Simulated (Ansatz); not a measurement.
## How far is PAW off for SiNi₃?

```
CELL_PARAMETERS angstrom
3.55110 0.00000 0.00000
0.00000 3.55110 0.00000
0.00000 0.00000 3.55110
ATOMIC_POSITIONS crystal
Si 0.00000 0.00000 0.00000
Ni 0.00000 0.50000 0.50000
Ni 0.50000 0.00000 0.50000
Ni 0.50000 0.50000 0.00000
```

Atom numbers follow the list: Si1, Ni2, Ni3, Ni4.

The cell comes from COD entry 1537795, which wasn't checked; take it as a given geometry. It differs from other determinations.

Methods: DFT, PBE, PAW with Ansatz's default frozen-core files, scalar-relativistic (Ansatz 0.2.0); DFT, PBE, all-electron PAW with datasets made for the crystal, scalar-relativistic (Ansatz 0.2.0); DFT, PBE, all-electron LAPW, scalar-relativistic (Ansatz 0.2.0).

For PAW: a Γ-centred 12×12×12 k mesh, Fermi–Dirac smearing of 0.05 eV, cutoff 420 eV, spin-polarised from start moments Ni2 1.5, Ni3 1.5, Ni4 1.5 μB (the moments died away, and the run ended non-magnetic). The crystal-made all-electron datasets (AE datasets) take a cutoff of 320 eV at this cell. LAPW targets a basis error of 1 meV/atom. The Ansatz runs share mesh, smearing and spin set-up. Plane-wave (PAW) pressures include the program's estimate of the Pulay term.

Stress and pressure are positive in compression.

In a metal, gradients converge slowly with the k mesh: the values move by tens of per cent from one mesh to another, at times in sign, so only the comparison on one mesh counts.

Levels count from the Fermi level.

```json
{"quantity": "pressure (GPa)", "PAW": "-7.41", "AE datasets": "-7.43", "LAPW": "-7.43"}
{"quantity": "highest filled level at R (eV)", "PAW": "-0.205", "AE datasets": "-0.204", "LAPW": "-0.204"}
{"quantity": "lowest empty level at R (eV)", "PAW": "1.042", "AE datasets": "1.048", "LAPW": "1.047"}
{"quantity": "highest filled level at X (eV)", "PAW": "-0.540", "AE datasets": "-0.542", "LAPW": "-0.542"}
{"quantity": "lowest empty level at X (eV)", "PAW": "0.021", "AE datasets": "0.020", "LAPW": "0.020"}
{"quantity": "field gradient Vzz at Ni2 (10²¹ V/m²)", "PAW": "?", "AE datasets": "?", "LAPW": "–"}
```

Question: What belongs in the row "field gradient Vzz at Ni2 (10²¹ V/m²)", column "PAW"?

Answer: -4.53.

Question: Give the missing entry: row "field gradient Vzz at Ni2 (10²¹ V/m²)", column "AE datasets".

Answer: -4.71.
